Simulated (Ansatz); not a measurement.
## A vibration from a frozen displacement in AlCo

Method: DFT PBEsol, scalar-relativistic, plane waves, PAW in Ansatz. Cutoff 420 eV, Γ-centred 16×16×16 k-points, Gaussian smearing of 0.15 eV. No spin polarisation. A magnetic state may lie lower. Energies are free energies at this smearing, counted from the undisturbed cell; pressure is positive in compression.

Reference structure (as given, not relaxed at this level; it stands at 0.7 GPa, and it needn't be the usual structure):

```
CELL_PARAMETERS angstrom
2.81940 0.00000 0.00000
0.00000 2.81940 0.00000
0.00000 0.00000 2.81940
ATOMIC_POSITIONS crystal
Al 0.00000 0.00000 0.00000
Co 0.50000 0.50000 0.50000
```

Every Co atom is moved by x along the Cartesian unit vector (1.000, 0.000, 0.000); the cell and all other atoms stay fixed. The cell's volume is 22.41 Å³; the moved atoms weigh 58.933 u together and the others 26.982 u. Some rows repeat others by symmetry and weren't run.

| x (Å) | ΔE (meV/cell) | total force on the moved atoms along the move (eV/Å) | pressure (GPa) |
| --- | --- | --- | --- |
| -0.3000 | 356.68 | 2.3651 | 7.8868 |
| -0.2625 | 273.40 | 2.0756 | 6.2422 |
| -0.2250 | 201.04 | 1.7830 | 4.7980 |
| -0.1875 | 139.70 | 1.4881 | 3.5623 |
| -0.1500 | 89.45 | 1.1918 | 2.5421 |
| -0.1125 | 50.33 | 0.8945 | 1.7429 |
| -0.0750 | 22.37 | 0.5966 | 1.1687 |
| -0.0375 | 5.59 | 0.2984 | 0.8232 |
| 0.0000 | 0.00 | 0.0000 | 0.7082 |
| 0.0375 | 5.59 | -0.2984 | 0.8232 |
| 0.0750 | 22.37 | -0.5966 | 1.1687 |
| 0.1125 | 50.33 | -0.8945 | 1.7429 |
| 0.1500 | 89.45 | -1.1918 | 2.5421 |
| 0.1875 | 139.70 | -1.4881 | 3.5623 |
| 0.2250 | 201.04 | -1.7830 | 4.7980 |
| 0.2625 | 273.40 | -2.0756 | 6.2422 |
| 0.3000 | 356.68 | -2.3651 | 7.8868 |

Task: What frequency belongs to this motion?

Result: The force constant is k = −dF/dx = 7.957 eV/Å², from the parabola through x = -0.0375, 0 and 0.0375. In every cell the moved atoms swing against the rest, so the mass is μ = m₁m₂/(m₁ + m₂) = 18.508 u, and ν̃ = 521.5 cm⁻¹ × √(|k|/μ) = 342 cm⁻¹. To first order in x, and within 1 %, the force on every atom lies along the move and, within each of the two groups, in proportion to the atom's mass, so this is itself a mode at the zone centre of this cell.

Task: How far does the harmonic law reach?

Result: At x = -0.300 Å, kx²/2 = 358.08 meV against the computed 356.68 meV (-0.4 %): the well is still close to harmonic there.

Task: The pressure changes with x². What does that say about the frequency under compression?

Result: With E = k(V)x²/2, k ∝ V^(−2γ) and x scaling with the cell as V^(1/3), P − P0 = −∂E/∂V = (2γ − 2/3) ΔE/V. At x = 0.0750 Å, V(P − P0) = 22.41 × 0.46056 / 160.2 eV = 64.42 meV and ΔE = 22.37 meV, so γ = 1/3 + V(P − P0)/(2ΔE) = 1.77. This is the Grüneisen parameter of the motion under uniform scaling of the cell: shrinking the cell evenly by 1 % in volume raises the frequency by about 1.77 %.

In a metal these slopes depend on the k mesh and the smearing.